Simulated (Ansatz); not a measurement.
IrO$_{2}$ (rutile)

```xyz
6
Lattice="4.4719 0.0000 0.0000 0.0000 4.4719 0.0000 0.0000 0.0000 3.1538" Properties=species:S:1:pos:R:3 pbc="T T T"
Ir     0.0000     0.0000     0.0000
Ir     2.2359     2.2359     1.5769
O      1.3809     1.3809     0.0000
O      3.6168     0.8550     1.5769
O      0.8550     3.6168     1.5769
O      3.0910     3.0910     0.0000
```

E(V) scan at fixed shape, V₀ the volume above. The atoms relax within the cell's symmetry.

All values below come from PBEsol (plane waves to 420 eV, PAW, scalar-relativistic; Ansatz, a quantum-chemistry and plane-wave program). k mesh 11×11×15 (Γ-centred), Fermi-Dirac smearing 0.05 eV. The energy includes the smearing's −TS. Stress and pressure are positive under compression. With the shape held, the modulus is that of even scaling; a crystal free to change shape is softer. IrO2 is run without spin polarisation and with no Hubbard U. IrO2 was relaxed with its symmetry unable to fall. Spin-orbit coupling is left out, though Ir is heavy. The PAW data are Ansatz's earlier set. ΔE is measured from the relaxed starting cell. The last digit holds for this mesh only.

| V (Å³/atom) | ΔE (meV/atom) |
|---|---|
| 9.460 | 122.8 |
| 9.635 | withheld |
| 9.810 | 50.9 |
| 9.986 | 27.7 |
| 10.161 | 11.9 |
| 10.336 | 2.9 |
| 10.511 | 0.0 |
| 10.686 | 2.7 |
| 10.862 | 10.5 |
| 11.037 | 22.8 |
| 11.212 | 39.3 |
| 11.387 | 59.6 |
| 11.562 | 83.3 |

### Question
Fit a third-order Birch-Murnaghan form (E₀, V₀, B₀, B₀′ free) to the given rows and predict ΔE at V = 9.635.

### Answer
Least squares on the 12 given rows: ΔE = E₀ + (9V₀B₀/16)·y²·[2 + (B₀′ − 4)y], y = (V₀/V)^(2/3) − 1, with V₀ = 10.511 Å³/atom, B₀ = 305.3 GPa (160.2 GPa = 1 eV/Å³; the term in eV is multiplied by 1000), B₀′ = 4.78, E₀ = 0.02 meV/atom; root-mean-square residual 0.05 meV/atom. At 9.635 the fit gives 82.3 meV/atom; the calculation gives 82.4 meV/atom, so the interpolation is off by -0.1 (-0.1 %). For the pressure the fit gives 32.7 GPa against the computed 32.7 GPa.

(Under strain, the slope of the energy per volume gives the stress and its curvature an elastic modulus.)
